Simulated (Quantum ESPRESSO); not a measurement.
Band energies of Al

```xyz
4
Lattice="2.8271 0.0000 0.0000 -1.4135 2.4483 0.0000 0.0000 0.0000 9.1860" Properties=species:S:1:pos:R:3 pbc="T T T"
Al     0.0000     0.0000     0.0000
Al     0.0000     0.0000     4.5930
Al     0.0000     1.6322     2.2965
Al     1.4135     0.8161     6.8895
```

norm-conserving PBEsol (Quantum ESPRESSO, 40 Ry, scalar-relativistic); path ΓMKΓALHA,LM,KH; energies in eV from the Fermi level.

```csv
k (1/Å),point,band 2,band 3,band 4,band 5,band 6,band 7,band 8,band 9
0.00,Γ,-9.65,-9.64,-4.71,-4.36,3.61,3.62,10.85,10.85
0.64,,-8.13,-8.13,-3.29,-2.90,1.96,3.39,3.60,5.08
1.28,M,-5.32,-4.03,-3.97,-3.38,-3.30,0.83,1.27,1.43
2.02,K,-3.37,-3.37,-2.44,-2.08,-2.08,-1.36,-1.36,-0.97
2.66,,-7.02,-7.02,-2.24,-1.89,1.29,1.55,2.62,2.66
3.29,,-9.48,-9.48,-4.56,-4.19,3.74,3.76,8.60,8.70
3.51,Γ,-9.65,-9.64,-4.71,-4.36,3.61,3.62,10.85,10.85
3.85,A,-10.95,-7.50,-7.50,-0.81,-0.81,8.60,8.60,11.19
3.95,,-10.91,-7.46,-7.46,-0.77,-0.77,8.60,8.60,10.22
4.54,,-9.18,-5.78,-5.78,0.60,0.60,2.02,2.02,4.90
5.13,L,-4.99,-4.91,-4.91,-1.88,-1.88,-1.21,-1.21,4.74
5.77,,-3.58,-3.48,-3.48,-1.95,-1.95,-0.47,-0.47,0.30
5.87,H,-3.12,-3.02,-3.02,-2.93,-2.93,-0.20,-0.20,0.49
6.33,,-7.13,-3.80,-3.80,0.11,0.11,0.18,0.18,2.73
6.89,,-10.15,-6.72,-6.72,-0.09,-0.09,5.79,5.79,6.06
7.35,A,-10.95,-7.50,-7.50,-0.81,-0.81,8.60,8.60,11.19
7.35,L,-4.99,-4.91,-4.91,-1.88,-1.88,-1.21,-1.21,4.74
7.70,M,-5.32,-4.03,-3.97,-3.38,-3.30,0.83,1.27,1.43
7.70,K,-3.37,-3.37,-2.44,-2.08,-2.08,-1.36,-1.36,-0.97
8.04,H,-3.12,-3.02,-3.02,-2.93,-2.93,-0.20,-0.20,0.49
```

A metal at this level: along this path bands 5, 6, 7, 8, 9 cross the Fermi level.

Geometry of the Materials Project entry, not relaxed at this level.

This is not the ordinary phase of the substance; no match was found in the copy of COD used, and its stability was not checked.
